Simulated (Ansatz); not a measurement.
Task: Name crystals whose computed values (LDA (plane waves, PAW; program Ansatz)) fall in these windows: B₀ by P(V) fit (GPa) 82 to 120; Θ_D (K) 170 to 200; G_Hill (GPa) 22 to 31.

Result: 

| crystal | B₀ by P(V) fit (GPa) | Θ_D (K) | G_Hill (GPa) |
|---|---|---|---|
| SnAu, NiAs type | 97.1 | 178 | 26.3 |
| BiPd, NiAs type | 115 | 185 | 28.6 |
| Sn2Pt, fluorite or antifluorite type | 114 | 193 | 28.2 |
Others may fit too.

Standing as an ambient phase not checked: SnAu, NiAs type; BiPd, NiAs type; Sn2Pt, fluorite or antifluorite type. All cells were relaxed under the symmetry of their starts (and spin orders); stability against distortions was not tested throughout. Rows with no word on spin ran without spin polarisation. Spin–orbit coupling is left out wherever it is not named.

Potentials: the later of the program's two PAW sets.
